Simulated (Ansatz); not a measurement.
HfB2 in space group P6/mmm (No. 191; Hf on 1a, B on 2d) at seven volumes, plane-wave PAW PBE (Ansatz code), shape and atoms relaxed at each. One row is withheld.

```
V (Å³/atom)  P (GPa)
-----------  -------
9.062          28.10
9.361          17.31
9.659           8.02
9.958           0.00
10.257         -6.92
10.556             ?
10.854        -18.03
```

Q: Fit the shown pressures and predict the withheld one.

A: P = (3/2)B₀(x^(7/2) − x^(5/2))[1 + (3/4)(B′ − 4)(x − 1)] with x = (V₀/V)^(2/3). Least squares on the six rows gives V₀ = 9.958 Å³/atom, B₀ = 248 GPa, B′ = 3.92. At V = 10.556, x = 0.9619 and P = -12.90 GPa. The run itself gave -12.88 GPa.

Symmetry was held in the PBE relaxation; of distortions, only those at the zone centre were tested. No spin polarisation was allowed. Scalar-relativistic: spin–orbit coupling is off unless named, which matters more the heavier the elements.

Potentials: the later of the program's two PAW sets.
